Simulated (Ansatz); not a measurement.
SiGe$_{3}$:
```xyz
4
Lattice="3.9667 0.0000 0.0000 0.0000 3.9667 0.0000 0.0000 0.0000 5.6001" Properties=species:S:1:pos:R:3 pbc="T T T"
Si     0.0000     0.0000     0.0000
Ge     1.9834     0.0000     1.3684
Ge     1.9834     1.9834     2.8000
Ge     0.0000     1.9834     4.2317
```

Relaxed with r²SCAN.

Problem. Give the Bader charges and basin volumes of the independent atoms, r²SCAN in the plane-wave PAW code Ansatz.

Solution. 

```json
[
 {"atom": "Si1", "Bader charge (e)": "+0.34", "Bader volume (Å³)": "19.6"},
 {"atom": "Ge2", "Bader charge (e)": "-0.17", "Bader volume (Å³)": "23.1"},
 {"atom": "Ge3", "Bader charge (e)": "0.00", "Bader volume (Å³)": "22.4"}
]
```

Space group P-4m2. The start of the workflow was typed in or built on a structure type; neither database checked (COD, Materials Project) lists it. Whether it is the stable phase at ambient conditions was not checked. The cell was relaxed with r²SCAN under the symmetry of its start; its stability against distortions is not shown here.

Potentials: the earlier of the program's two PAW sets.
